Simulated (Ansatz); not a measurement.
Consider the following.

Starting cell, Ti (hcp, Mg type):

```xyz
4
Lattice="5.8718 0.0000 0.0000 -1.4680 2.5426 0.0000 2.9359 0.0000 4.6364" Properties=species:S:1:pos:R:3 pbc="T T T"
Ti     5.8718     1.6951     3.4773
Ti     2.9359     1.6951     3.4773
Ti     1.4680     0.8475     1.1591
Ti     4.4039     0.8475     1.1591
```

The atoms are displaced by Q × the pattern below (from a DFPT mode at L = (0.5, 0.0, 0.5), largest move 1; Q in Å), at fixed cell. It is one choice among 2 degenerate patterns. (q is in reciprocal vectors of the primitive cell; the cell shown is doubled to hold the pattern.)

```json
[
 {"atom": "Ti3", "x": "0.500", "y": "-0.866", "z": "0.000"},
 {"atom": "Ti4", "x": "-0.500", "y": "0.866", "z": "0.000"}
]
```

Atoms not listed stay in place.

The numbers are results of r2SCAN (plane waves to 500 eV, PAW, scalar-relativistic; Ansatz, a program for electronic structure), not measurements. k mesh 18×18×18 (Γ-centred), Fermi-Dirac smearing 0.05 eV. E stands for the smeared free energy. With partly filled bands, energies and forces of such displacements shift with the k mesh and the smearing. Ti is run without spin polarisation. Ti was relaxed with its symmetry unable to fall. ΔE is measured from the undisplaced structure.

The scan covers Q from -0.280 to 0.280 Å in 13 points.

Q: Which space group does the distorted structure have?

A: Ima2 (No. 46), lowered from P6_3/mmc.

Q: What is the energy change at Q = 0.280 Å?

A: 454 meV/cell.

Q: What harmonic wavenumber does the curvature at Q = 0 give?

A: 192 cm⁻¹.

(A displaced cell: forces are minus the slopes of the energy, force constants its curvatures, and phonons follow from these.)
